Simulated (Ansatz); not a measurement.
Relaxed-ion elastic tensor of YN (rock salt, Fm-3m) in GPa (Voigt order), plane-wave PAW PBE (Ansatz code); density 5.79 g/cm³, 14.76 Å³ per atom.

```
 314  82.2  82.2   0.0   0.0   0.0
82.2   314  82.2   0.0   0.0   0.0
82.2  82.2   314   0.0   0.0   0.0
 0.0   0.0   0.0   124   0.0   0.0
 0.0   0.0   0.0   0.0   124   0.0
 0.0   0.0   0.0   0.0   0.0   124
```

Problem. Is the crystal mechanically stable?

Solution. Yes: the smallest eigenvalue of C is 124 GPa.

Problem. Work out the Voigt, Reuss and Hill averages.

Solution. K_V = 159, K_R = 159, K_H = 159; G_V = 121, G_R = 121, G_H = 121 GPa.

Problem. Give Young's modulus, Poisson's ratio, Pugh's ratio and the universal anisotropy index.

Solution. E = 9KG/(3K + G) = 289 GPa; ν = 0.20; K/G = 1.32 (brittle by the Pugh limit of 1.75); A_U = 5G_V/G_R + K_V/K_R − 6 = 0.01.

Problem. Estimate the sound speeds and the Debye temperature.

Solution. v_l = √((K + 4G/3)/ρ) = 7440 m/s, v_t = √(G/ρ) = 4570 m/s, mean 5040 m/s; Θ = (h/k)(3n/4πV)^(1/3) v_m = 612 K.

Problem. Give the Zener ratio and Young's modulus along [100], [110] and [111].

Solution. A = 2C44/(C11 − C12) = 1.07; 1/E = S11 − 2(S11 − S12 − S44/2)Γ with Γ = 0, 1/4, 1/3 gives 280, 292, 296 GPa.

Problem. Solve the Christoffel equation for the three sound speeds along [100], [110], [111].

Solution. Eigenvalues of C_ijkl n_j n_l equal ρv². In km/s, slowest first: [100] 4.63, 4.63, 7.36; [110] 4.47, 4.63, 7.46; [111] 4.53, 4.53, 7.49.

The PBE relaxation kept the symmetry of its start; phonons on a q-mesh show no instability. The run is not spin-polarised.

Potentials: the later of the program's two PAW sets.
